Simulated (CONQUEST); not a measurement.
Consider a self-consistent single point of CdTe (I-4m2, 8 atoms in the cell; from Materials Project mp-406, changed as shown).

```xyz
8
Lattice="6.5642 0.0000 0.0000 0.0000 6.5642 0.0000 0.0000 0.0000 6.6955" Properties=species:S:1:pos:R:3 pbc="T T T"
Cd     0.0000     0.0000     0.0000
Cd     0.0000     3.2821     3.3478
Cd     3.2821     0.0000     3.3478
Cd     3.2821     3.2821     0.0000
Te     1.6411     1.6411     5.0216
Te     1.6411     4.9232     1.6739
Te     4.9232     1.6411     1.6739
Te     4.9232     4.9232     5.0216
```

Method: LDA (PW92), numerical atomic orbitals double-zeta with polarisation (the shipped basis), PseudoDojo norm-conserving potentials made for LDA (CONQUEST).

CONQUEST settings:

basis: DZP
Diag.MPMeshX, Y, Z: 4 4 4
potentials: PseudoDojo norm-conserving LDA
Grid.GridCutoff: 140 Ha
DM.SolutionMethod: diagon
Diag.kT: 0.000367 Ha
Diag.GammaCentred: true
minE.SCTolerance: 1.0e-07
SC.MaxIters: 100
SC.LinearMixingFactor: 0.3
AtomMove.TypeOfRun: static

Results:

```
Quantity                                                   Value
------------------------------------------------  --------------
Number of valence electrons                                  144
Number of bands                                              148
Number of k-points after the program's reduction              51
Size of the basis                                            148
Number of SCF iterations                                       8
FFT grid                                            72 × 72 × 72
Free energy E − TS                                -30468.0569 eV
Top of the valence band (on the code's own zero)        -4.96 eV
Gap on the k-point mesh                                  0.49 eV
Pressure                                               -2.86 GPa
```

Stress (GPa, positive for compression):
```
-2.73   0.00   0.00
 0.00  -2.73   0.00
 0.00   0.00  -3.11
```

The gap is read on the k-point mesh of the run and can differ from the gap over the whole zone at this level.

For comparison: a first run was changed to give this one (lattice vector c scaled by 1.02), and from it to this one the free energy goes up by 11.9 meV/atom, the pressure goes from -2.28 to -2.86 GPa and the gap on the mesh goes from 0.575 to 0.486 eV.

Spin-orbit coupling is left out, which matters for bands and gaps with elements this heavy. The program uses no crystal symmetry, so grid and mesh can part values that symmetry would make equal. The atom-centred basis is finite, which shifts total energies, pressures and gaps against plane waves. The structure comes from a collection of computed structures, made at another level of theory; the collection holds predicted forms beside known ones.

Cost on one core: about 50 core-seconds (a rough figure).
